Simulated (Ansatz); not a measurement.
BC₃:
```cif
data_C6B2
_chemical_formula_sum 'B2 C6'
_space_group_name_H-M_alt 'P6/mmm'
_space_group_IT_number 191
_space_group_name_Hall '-P 6 2'
_cell_length_a 5.14479
_cell_length_b 5.14479
_cell_length_c 3.72224
_cell_angle_alpha 90.000
_cell_angle_beta 90.000
_cell_angle_gamma 120.000
loop_
_atom_site_label
_atom_site_type_symbol
_atom_site_symmetry_multiplicity
_atom_site_Wyckoff_symbol
_atom_site_fract_x
_atom_site_fract_y
_atom_site_fract_z
_atom_site_occupancy
B1 B 2 c 0.33333 0.66667 0.00000 1
C1 C 6 l 0.15856 0.31713 0.00000 1
```

Relaxed with r²SCAN+D4. Plane-wave PAW r²SCAN+D4 (Ansatz code) gives a gap of 0.10 eV.

Problem. What gap does HSE06 give on the same cell (Ansatz, PAW)?

Solution. 0.74 eV, 0.64 eV more. The hybrid was solved on a coarser mesh and at special points; the gap given is the minimum over both.

```csv
k,v1 r²SCAN+D4,c1 r²SCAN+D4,v1 HSE06,c1 HSE06
Γ,-0.04,2.90,…,…
A,0.00,1.42,…,…
K,-1.72,3.32,…,…
H,-2.59,2.18,-2.93,2.91
M,-0.43,1.60,…,…
L,-1.31,0.10,-1.34,0.74
```

Problem. Top valence (v1) and lowest conduction level (c1) in eV from each method's valence maximum (which need not be a listed point): supply the withheld HSE06 values.

Solution. 
- A, v1 HSE06: -0.28
- A, c1 HSE06: 2.21
- K, v1 HSE06: -1.60
- K, c1 HSE06: 4.11
- Γ, v1 HSE06: 0.00
- Γ, c1 HSE06: 3.76
- M, v1 HSE06: -0.25
- M, c1 HSE06: 2.33

Cost on shared cores: the r²SCAN+D4 run (SCF on a 6×6×8 mesh, then bands and DOS) around 110 core-seconds (rough), the HSE06 run (SCF on 4×4×5, then a few points) roughly 4 core-minutes; the tasks are unlike.

The start of the workflow was typed in or built on a structure type; neither database checked (COD, Materials Project) lists it. Its standing as an ambient phase is unchecked. The cell was relaxed with r²SCAN+D4 under the symmetry of its start. At this level the phase is mechanically unstable. Its formation energy is positive at this level, so the cell may be metastable or incomplete.

Potentials: the earlier of the program's two PAW sets. The files were generated under PBE; for other functionals the program regenerates the frozen cores, and for LDA and PBEsol the local potential too.
